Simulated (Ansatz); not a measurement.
TaRu (L1₀ or tetragonal B2, P4/mmm), PBEsol in the plane-wave PAW code Ansatz, all energies at zero smearing, with the estimated change up to a 700 eV cutoff added, with one set of potentials and settings (totals compare only within such a set). Cell of 2 atoms (1 Ta, 1 Ru): -15623.587 eV.

```csv
element,reference phase,E (eV/atom)
Ta,"Im-3m, 1 atoms in the cell",-9806.5011
Ru,"P6_3/mmc, 2 atoms in the cell",-5816.5026
```

Formation energy per atom, worked out: (-15623.587 − 1×(-9806.5011) − 1×(-5816.5026))/2 = -0.292 eV/atom (-28 kJ per mol of atoms), at 0 K, without zero-point energy or fitted corrections.

The workflow started from a Materials Project entry (that database holds measured and hypothetical structures alike); the Crystallography Open Database files this formula in space group No. 123, but the cells were not matched. Whether it is the stable phase at ambient conditions was not checked. The PBEsol relaxation kept the symmetry of its start; of distortions, only those at the zone centre were tested. No spin polarisation was allowed. The references are the lowest solids computed at this level, not always the standard phases. Scalar-relativistic: spin–orbit coupling is off unless named, which matters more the heavier the elements.

Potentials: the later of the program's two PAW sets.
